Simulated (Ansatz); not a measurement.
CuI:
```yaml
crystal:
  lattice:
    - [3.53927, 0.00000, 0.00000]
    - [0.00000, 3.53927, 0.00000]
    - [0.00000, 0.00000, 3.53927]
  atoms:
    - { symbol: Cu, position: [0.00000, 0.00000, 0.00000] }
    - { symbol: I, position: [0.50000, 0.50000, 0.50000] }
```

Relaxed with PBEsol. Special points in fractions of this cell's reciprocal vectors: Γ (0.000, 0.000, 0.000); X (0.000, 0.500, 0.000); M (0.500, 0.500, 0.000); R (0.500, 0.500, 0.500).

Question: List the band energies nearest the Fermi level at these points for PBEsol (plane waves, PAW; program Ansatz).

Answer: In eV from the Fermi level; about four levels below and three above (degenerate sets whole), none deeper than 8.9 eV; … stands for higher levels left out; points with the same levels are listed once.

| k | below | above |
|---|---|---|
| Γ | -1.71 -1.71 -1.71 -0.20 | 5.35 5.35 … |
| X | -2.57 -2.57 -2.15 -1.75 -1.58 | 0.18 0.18 3.55 |
| M | -1.77 -1.59 -0.54 -0.12 | 7.50 7.50 7.85 |
| R | -1.58 -1.58 -0.78 -0.78 -0.78 | 1.40 1.40 1.40 |

Space group Pm-3m (CsCl type). The start of the workflow was typed in or built on a structure type; neither database checked (COD, Materials Project) lists it. It is not the phase usual at ambient conditions (space group No. 216). Symmetry was held in the PBEsol relaxation. At this level the phase is dynamically unstable (imaginary phonons). The workflow began spin-polarised and lost its moments. Its formation energy is positive at this level, so the cell may be metastable or incomplete. Scalar-relativistic: spin–orbit coupling is off unless named, which matters more the heavier the elements.

Potentials: the earlier of the program's two PAW sets. The files were generated under PBE; for other functionals the program regenerates the frozen cores, and for LDA and PBEsol the local potential too.
